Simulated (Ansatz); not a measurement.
Lu$_{2}$AlSi$_{2}$:
```xyz
5
Lattice="-1.9972 2.8130 4.1984 1.9972 -2.8130 4.1984 1.9972 2.8130 -4.1984" Properties=species:S:1:pos:R:3 pbc="T T T"
Lu     0.0000     2.8130     1.7702
Lu     1.9972     0.0000     2.4283
Al     0.0000     0.0000     0.0000
Si     1.9972     1.6272     0.0000
Si     0.0000     1.1858     4.1984
```

Relaxed with r²SCAN. Special points in fractions of this cell's reciprocal vectors: Γ (0.000, 0.000, 0.000); X (0.500, 0.500, -0.500); F2 (0.307, 0.693, -0.307); Σ0 (-0.307, 0.307, 0.307); Y0 (0.362, -0.362, 0.362); U0 (0.638, 0.362, -0.362); R (0.000, 0.500, 0.000); W (0.250, 0.250, 0.250); S (0.500, 0.000, 0.000); T (0.000, 0.000, 0.500).

Problem. List the band energies nearest the Fermi level at these points for r²SCAN in the plane-wave PAW code Ansatz.

Solution. In eV from the Fermi level; about four levels below and three above (degenerate sets whole), none deeper than 8.9 eV; points with the same levels are listed once.

```tsv
k	below	above
Γ	-1.77 -1.31 -1.02 -0.64	1.48 3.45 3.61
X	-4.44 -2.05 -1.49 -1.05	1.03 1.19 1.50
F2	-2.80 -1.28 -1.09 -0.74	2.02 2.78 2.97
Y0	-1.85 -1.47 -1.06 -0.86	1.23 1.70 2.36
R	-2.83 -2.04 -1.36 -1.34	2.09 3.14 3.69
W	-1.62 -1.32 -0.79 -0.76	1.01 1.97 2.30
S	-1.78 -1.68 -0.20 -0.05	0.24 2.13 2.87
T	-2.46 -1.05 -1.03 -0.57	1.94 1.96 2.88
```

Space group Immm. The workflow started from a Materials Project entry (that database holds measured and hypothetical structures alike); the Crystallography Open Database files this formula in space group No. 71, but the cells were not matched. Its standing as an ambient phase is unchecked. The cell was relaxed with r²SCAN under the symmetry of its start; its stability against distortions is not shown here. Spin–orbit coupling is left out wherever it is not named.

Potentials: the later of the program's two PAW sets.
